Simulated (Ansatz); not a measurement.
SnO2 (rutile)

```yaml
crystal:
  lattice:
    - [9.65509, 0.00000, 0.00000]
    - [0.00000, 4.82754, 0.00000]
    - [0.00000, 0.00000, 3.23815]
  atoms:
    - { symbol: Sn, position: [0.00000, 0.00000, 0.00000] }
    - { symbol: Sn, position: [0.50000, 0.00000, 0.00000] }
    - { symbol: Sn, position: [0.25000, 0.50000, 0.50000] }
    - { symbol: Sn, position: [0.75000, 0.50000, 0.50000] }
    - { symbol: O, position: [0.15329, 0.30658, 0.00000] }
    - { symbol: O, position: [0.65329, 0.30658, 0.00000] }
    - { symbol: O, position: [0.40329, 0.19342, 0.50000] }
    - { symbol: O, position: [0.90329, 0.19342, 0.50000] }
    - { symbol: O, position: [0.09671, 0.80658, 0.50000] }
    - { symbol: O, position: [0.59671, 0.80658, 0.50000] }
    - { symbol: O, position: [0.34671, 0.69342, 0.00000] }
    - { symbol: O, position: [0.84671, 0.69342, 0.00000] }
```

The atoms are displaced by Q × the pattern below (from a DFPT mode at X = (0.5, 0.0, 0.0), largest move 1; Q in Å), at fixed cell. It is one choice among 2 degenerate patterns. (q is in reciprocal vectors of the primitive cell; the cell shown is doubled to hold the pattern.)

```tsv
atom	x	y	z
Sn1	0.035	-0.004	0.000
Sn2	-0.035	0.004	0.000
Sn3	0.992	0.127	0.000
Sn4	-0.992	-0.127	0.000
O5	0.717	-0.025	0.000
O6	-0.717	0.025	0.000
O7	0.418	0.129	0.000
O8	-0.418	-0.129	0.000
O9	0.467	0.130	0.000
O10	-0.467	-0.130	0.000
O11	0.686	-0.016	0.000
O12	-0.686	0.016	0.000
```

All values below come from PBE (plane waves to 420 eV, PAW, scalar-relativistic; Ansatz, an electronic-structure program). k mesh 4×7×10 (Γ-centred), Fermi-Dirac smearing 0.05 eV. Energies are smeared free energies. SnO2 was relaxed with its symmetry unable to fall. The zero of ΔE is the undisplaced structure.

```csv
Q (Å),ΔE (meV/cell)
-0.180,537
-0.150,372
-0.120,238
-0.090,134
-0.060,withheld
-0.030,15
0.000,0
0.030,15
0.060,withheld
0.090,134
0.120,238
0.150,372
0.180,537
```

Question: Fit an even polynomial form (powers 2, 4) to the given rows and predict ΔE at Q = -0.060.

Answer: Least squares on the 11 given rows: ΔE = (16490)·Q² + (2474)·Q⁴, in meV/cell with Q in Å; root-mean-square residual 0.2 meV/cell. At -0.060 the fit gives 59 meV/cell; the calculation gives 59 meV/cell, the same to the digits shown. The quadratic term alone would give 59 meV/cell.

(For displaced atoms, the force is minus the slope of the energy, and its curvature is a force constant, which sets phonon frequencies.)
